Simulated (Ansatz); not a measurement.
Calculation for TiW: DFT, LDA, PAW with Ansatz's default frozen-core files, scalar-relativistic (Ansatz 0.2.0). This run: one bond, the shortest of the undistorted cell, set to 1.756 Å, partial waves polarizable.

The cell is Materials Project entry mp-1216621, used as a structure alone.

Command: `ansatz run input.yaml --threads 1 --pin off --max-ram 2048MiB --backend cpu --events-out ev --progress --plain --runs-dir out` It took 9.9 s on 1 thread of Arm Neoverse V2, with other jobs on the host, peak memory 0.5 GiB.

```yaml
crystal:
  lattice:
    - [1.59372522, -2.2546343387, 0.0]
    - [1.59372522, 2.2546343387, 0.0]
    - [0.0, 0.0, 4.4681168022]
  atoms:
    - { symbol: Ti, position: [-0.09, -0.09, -0.09] }
    - { symbol: W, position: [0.59, 0.59, 0.59] }
kpoints:
  mp_grid: { grid: [11, 11, 7] }
scf:
  occupations: { method: fermi_dirac, width: 0.05 }
hamiltonian:
  xc: lda
  pseudopotentials: { kind: paw, partial_waves: polarizable }
output:
  forces: true
  stress: true
  eigenvalues: true
```

Output:

```
Engine: ansatz 0.2.0
Pseudopotentials: kind: paw
Pseudopotential: Ti, paw, valence charge 12, recommended cutoff 420 eV (normal), Ti.paw.azcp
Pseudopotential: W, paw, valence charge 14, recommended cutoff 420 eV (normal), W.paw.azcp
Functional definition: SPW92
  exchange = slater_x
  correlation = pw_c
Crystal: 2 atoms, lattice volume = 32.110 Å³
Basis set: ecut = 420 eV, 633 PW (Γ)
Bands: 17, of which v1, the nominal top of the filled ones, is band 13 counted from 1 (12 counted from 0)
Symmetry: 2 space group operations
Space group: Cm (ITA 8), of the structure as read, at distance tolerance 3.2e-5 Å
k-points: 234 of 847 (time reversal used)
Non-local potential: Ti, projectors of the file, l = 0: 3, l = 1: 2, l = 2: 3, l = 3: 1
Non-local potential: W, projectors of the file, l = 0: 3, l = 1: 2, l = 2: 2, l = 3: 1
PAW form: soft (Blöchl's): semilocal exchange-correlation on the pseudo side does not see the compensation charge
PAW frozen core: Ti, regenerated for the run's functional, and the local potential with it (the file was generated under x = pbe(κ = 0.804, μ = 0.2195149727645171), c = pbe(β = 0.06672455060314922))
PAW frozen core: W, regenerated for the run's functional, and the local potential with it (the file was generated under x = pbe(κ = 0.804, μ = 0.2195149727645171), c = pbe(β = 0.06672455060314922))
PAW one-centre angular grid: Ti, 590 points (default); XC on 64 Gauss nodes
PAW one-centre angular grid: W, 590 points (default); XC on 64 Gauss nodes
Initial density: superposition of atomic densities (neutral atoms: chi_scale 0, normalization atom), corrected by the library's trained network
Initial wavefunctions: pseudopotential atomic-orbital guess
Functional: x = slater, c = lda
Partial waves of Ti: polarizable
Partial waves of W: polarizable
SCF iter   1: F=—  HF=-12575.574206 eV  |F-HF|=—  |Δ(HF+E_count)|=         —  Δρ=2.70e-2  dr2=2.37e-1  ethr=1.77e-3  ⟨swp⟩=5.8  Hψ=18644  notcnv=0
preconditioner: auto → none  [metal: Δε(μ)=0.013 eV  Ē_g=5.519 eV  σ=0.050 eV  W_gap=0.07  n_scr=6 (ndim 8)  ℏωp=20.7 eV  f_vac=0.000  D(μ)=0.94/eV (n_scr^D=2)  sad-step TF]
SCF iter   2: F=—  HF=-12575.522976 eV  |F-HF|=—  |Δ(HF+E_count)|=   5.12e-2  Δρ=1.50e-2  dr2=1.01e-1  ethr=9.12e-4  ⟨swp⟩=2.0  Hψ=6726  notcnv=0
SCF iter   3: F=—  HF=-12575.500071 eV  |F-HF|=—  |Δ(HF+E_count)|=   2.29e-2  Δρ=3.53e-3  dr2=9.43e-3  ethr=3.89e-4  ⟨swp⟩=3.0  Hψ=7452  notcnv=0
SCF iter   4: F=—  HF=-12575.497875 eV  |F-HF|=—  |Δ(HF+E_count)|=   2.20e-3  Δρ=9.54e-4  dr2=4.11e-4  ethr=3.63e-5  ⟨swp⟩=2.3  Hψ=6514  notcnv=0
SCF iter   5: F=—  HF=-12575.497793 eV  |F-HF|=—  |Δ(HF+E_count)|=   8.28e-5  Δρ=2.49e-4  dr2=1.41e-5  ethr=1.58e-6  ⟨swp⟩=2.7  Hψ=6212  notcnv=0
SCF iter   6: F=—  HF=-12575.497791 eV  |F-HF|=—  |Δ(HF+E_count)|=   1.76e-6  Δρ=5.46e-5  dr2=8.15e-7  ethr=5.41e-8  ⟨swp⟩=2.6  Hψ=6121  notcnv=0
SCF iter   7: F=-12575.497791 eV  HF=-12575.497791 eV  |F-HF|=4.99e-8  |Δ(HF+E_count)|=   2.79e-7  Δρ=1.10e-5  dr2=7.62e-8  ethr=3.85e-10  ⟨swp⟩=6.2  Hψ=18123  notcnv=0
SCF 1 converged in 7 iterations: F = -12575.497791 eV  dr2 = 7.62e-8
  greatest PAW one-centre occupation: 0.999 electrons in one spin orbital (limit 2), on the W atom at site 1 (counted from 0), in its partial waves of l = 0
SCF converged after 7 iterations
Free energy (F): -12575.497791 eV
Harris-Foulkes:  -12575.497791 eV  (|F-HF|=4.99e-8)
Internal energy: -12575.490423 eV  (E = F + TS)
E sigma→0 (E₀):  -12575.494107 eV
Entropy (-TS):   -0.007368 eV (-3.684 meV/atom)
Fermi energy:    17.609562 eV
--- Per-component energies (eV) ---
  E_band       = -250.544024
  E_kinetic    = 750.264879
  E_local      = -2023.715892  (includes V_loc(G=0)·N_el)
  E_nonlocal   = 29.258487
  E_hartree    = 837.402503
  E_xc         = -366.374834
  E_vxc        = -366.614363  (∫ρ·V_xc dr)
  E_paw        = -9317.734397  (= ΣΔE_a)
  E_vpaw       = -314.536044  (= ΣTr[D̂ρ^β])
  E_aug_tail   = 0.000041  (compensation charges beyond the density's cutoff)
  E_ewald      = -2485.200314
  E_core_change = 0.609103  (= ΣΔE_core)
  E_smearing   = -0.007368  (= −TS)
  E_closure    = 0.000000  (closes the sum)
  Σ components = -12575.497791   (vs F -12575.497791, Δ=0.00e0)
--- Forces (eV/Å), atoms counted from 1 ---
  atom   1  Ti     6.95163388     0.00000000    14.86404694
  atom   2  W     -6.95164889     0.00000000   -14.86463284
  max |Σ_I F_I| component: 5.86e-4 eV/Å
--- Stress (GPa, compression-positive) ---
       60.466554       0.000000      45.442869
        0.000000      20.860406       0.000000
       45.442879       0.000000      88.418826
  P = ⅓ Tr σ = 56.5819 GPa (565.819 kbar)
--- Band table (eV; the first three rows and the last of 234) ---
  k-point 0: bands = ["-56.0896", "-38.1467", "-22.0681", "-20.0250", "-19.7372", "-14.2460", "-13.9485", "-12.7991", "9.8400", "12.8661", "13.8628", "14.8882", "16.6828", "17.7108", "20.0720", "20.6226", "21.2778"]
  k-point 1: bands = ["-56.0896", "-38.1475", "-22.0614", "-20.0262", "-19.7371", "-14.2449", "-13.9486", "-12.8102", "9.9362", "12.8763", "13.8553", "14.8266", "16.6500", "17.7276", "19.9370", "20.1203", "21.4876"]
  k-point 2: bands = ["-56.0895", "-38.1491", "-22.0462", "-20.0290", "-19.7369", "-14.2424", "-13.9487", "-12.8353", "10.1640", "12.9265", "13.8385", "14.6393", "16.5799", "17.7595", "19.0789", "20.2240", "21.5354"]
  k-point 233: bands = ["-55.9740", "-37.9959", "-22.1119", "-20.9085", "-20.2664", "-14.6000", "-14.3705", "-12.9056", "12.4894", "13.7297", "14.0719", "16.9772", "17.1102", "19.0104", "20.4398", "22.5819", "23.2382"]
```

Spin–orbit coupling is left out, which matters for the heavy atoms. The PAW files were made under PBE.
